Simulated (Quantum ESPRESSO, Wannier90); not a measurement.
## Tight-binding from DFT: AlSb (zinc blende)

```
begin unit_cell_cart
ang
    0.0000000000    3.0925200000    3.0925200000
    3.0925200000    0.0000000000    3.0925200000
    3.0925200000    3.0925200000    0.0000000000
end unit_cell_cart
begin atoms_frac
Al   0.0000000000  0.0000000000  0.0000000000
Sb   0.2500000000  0.2500000000  0.2500000000
end atoms_frac
```

Cell from Materials Project (mp-2624), symmetrised, no further relaxation. COD (Crystallography Open Database) has an entry of this formula and space group (matched by these alone). Method: PBE plane waves in Quantum ESPRESSO 7.5 (PseudoDojo norm-conserving files, 64 Ry, no spin polarisation, no spin-orbit coupling), Bloch states on a 8×8×8 mesh through Γ, Wannier90 4.0.1. Density: 8×8×8 mesh, cold smearing 0.01 Ry. Spin-orbit coupling is left out although heavy elements are present.

Bands 6-9 form an isolated set from -10.60 to 0.00 eV relative to the valence-band maximum (on the path) and are turned into 4 Wannier functions by minimising the spread from the start: SCDM (isolated).

### Question
Where do the functions sit, how wide are they and what are they made of?

### Answer
| functions | spread (Å²) | nearest atom, distance (Å) | second atom, distance (Å) | weight on atomic waves |
|---|---|---|---|---|
| 4 | 2.55 | Sb 1.03 | Al 1.65 | Sb 5p 45 %, Al 3p 24 %, Sb 5s 18 % |

Ω_I = 9.51 Å², Ω_total = 10.19 Å²; the interpolated bands follow pw.x to 14 meV rms on the path. It is the lowest total spread that any start reached here.
